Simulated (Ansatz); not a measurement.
Two states of Cr2O3

```
CELL_PARAMETERS angstrom
2.44124 4.22835 0.00000
-2.44124 4.22835 0.00000
0.00000 -2.81890 4.46813
ATOMIC_POSITIONS crystal
Cr 0.34720 0.34720 0.04160
Cr 0.15280 0.15280 0.45840
Cr 0.65280 0.65280 0.95840
Cr 0.84720 0.84720 0.54160
O 0.55860 0.94140 0.75000
O 0.25000 0.55860 0.75000
O 0.94140 0.25000 0.75000
O 0.44140 0.05860 0.25000
O 0.75000 0.44140 0.25000
O 0.05860 0.75000 0.25000
```

Level: r2SCAN; 500 eV; 5×5×5 Γ-centred mesh; tetrahedron occupations; Ansatz 0.2.0, fixed geometry.

State A: Cr1 up, Cr2 down, Cr3 up, Cr4 down (collinear spin). State B: Cr1 down, Cr2 up, Cr3 up, Cr4 down (collinear spin).

Question: Which state is lower, and how do they differ?

Answer: State B is lower by 33.4 meV an atom at zero smearing.

```csv
state,free energy (meV/atom),largest moment in a small sphere (μB),net moment (μB/cell),gap on mesh (eV),pressure (GPa),largest force (eV/Å)
A,33.4,2.28,0.00,2.21,12.4,0.10
B,0.0,2.30,0.00,2.63,11.1,0.05
```

Origin: a database entry at a rescaled volume. Caveats: empty levels are not fully converged; atoms or cell far from equilibrium; forces and stress under tetrahedra may miss the slope of the energy; an odd or shifted mesh can miss the band edges, so this level's true gap may be smaller.
